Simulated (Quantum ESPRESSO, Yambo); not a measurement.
## CuCl at -0.7 % isotropic strain: DFT and GW levels

```
CELL_PARAMETERS angstrom
      1.85663     1.07208     3.03231
     -1.85704     1.07201     3.03209
     -0.00014    -2.14409     3.03220
ATOMIC_POSITIONS crystal
  Cl 0.00000 0.00000 0.00000
  Cu 0.25000 0.25000 0.25000
```

The PBEsol cell relaxed from Materials Project entry mp-22914 was given an isotropic strain of -0.7 % on all lattice vectors, and the atoms were relaxed again.

Starting point: PBEsol (Quantum ESPRESSO, PseudoDojo norm-conserving, 92 Ry, no spin-orbit coupling). G0W0 in Yambo: 4×4×4 Γ-centred k mesh, bands 5 to 92 and a 10 Ry block in the screening, 92 bands in G with the Bruneval-Gonze terminator, plasmon pole fitted at 27.2 eV.

| Quantity | Result |
|---|---|
| PBEsol gap along the band path | 0.59 eV |
| PBEsol gap between the mesh's edge points (Γ → Γ) | 0.59 eV |
| G0W0 gap between the same points | 1.69 eV |

```tsv
k point	band	E PBEsol (eV)	E QP (eV)	shift (eV)	Z
Γ	VB	0.00	-0.80	-0.80	0.75
Γ	CB	0.59	0.89	0.30	0.82
L	VB	-0.70	-1.55	-0.85	0.74
L	CB	2.92	3.40	0.48	0.81
L	VB	-0.70	-1.55	-0.85	0.74
L	CB	2.92	3.40	0.48	0.81
```

Energies count from the PBEsol valence-band maximum.

Convergence of the G0W0 settings was not tested.

The filled Cu 3d shell has no Hubbard U; semilocal functionals place it too high.
